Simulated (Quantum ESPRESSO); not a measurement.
```cif
data_In12O18
_chemical_formula_sum 'O18 In12'
_space_group_name_H-M_alt 'R-3c :H'
_space_group_IT_number 167
_space_group_name_Hall '-R 3 2"c'
_cell_length_a 5.51621
_cell_length_b 5.51621
_cell_length_c 14.59106
_cell_angle_alpha 90.000
_cell_angle_beta 90.000
_cell_angle_gamma 120.000
loop_
_atom_site_label
_atom_site_type_symbol
_atom_site_symmetry_multiplicity
_atom_site_Wyckoff_symbol
_atom_site_fract_x
_atom_site_fract_y
_atom_site_fract_z
_atom_site_occupancy
O1 O 18 e 0.29649 0.29649 0.25000 1
In1 In 12 c 0.00000 0.00000 0.14288 1
```
(The calculation used a cell of 10 atoms; values per cell refer to that cell.)

The geometry is that of Materials Project entry mp-22323, symmetrised and not relaxed again.

Question: What does LDA (Quantum ESPRESSO, PseudoDojo norm-conserving, 84 Ry, scalar-relativistic) give for the electronic structure near the Fermi level?

Answer: The LDA gap is indirect, 1.08 eV, from 67 % of the way from Γ to L to Γ; the smallest direct gap is 1.14 eV. Spin-orbit splittings are left out.
